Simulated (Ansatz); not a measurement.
BaTiO3:
```xyz
5
Lattice="3.9941 0.0000 0.0000 0.0000 3.9941 0.0000 0.0000 0.0000 3.9941" Properties=species:S:1:pos:R:3 pbc="T T T"
Ba     0.0000     0.0000     0.0000
Ti     1.9970     1.9970     1.9970
O      0.0000     1.9970     1.9970
O      1.9970     1.9970     0.0000
O      1.9970     0.0000     1.9970
```

Relaxed with r²SCAN.

**Question.** Give the Bader charges and basin volumes of the independent atoms, DFT-r²SCAN in the program Ansatz with PAW potentials.

**Answer.** 

| atom | Bader charge (e) | Bader volume (Å³) |
|---|---|---|
| Ba1 | +1.57 | 20.2 |
| Ti2 | +2.32 | 7.0 |
| O3 | -1.30 | 12.2 |

Space group Pm-3m (cubic perovskite). This is a known high-temperature phase of the composition, computed here at zero pressure and temperature. The r²SCAN relaxation kept the symmetry of its start; whether a distortion lowers the energy is not shown. The run is not spin-polarised. Spin–orbit coupling is left out wherever it is not named.

Potentials: the later of the program's two PAW sets.
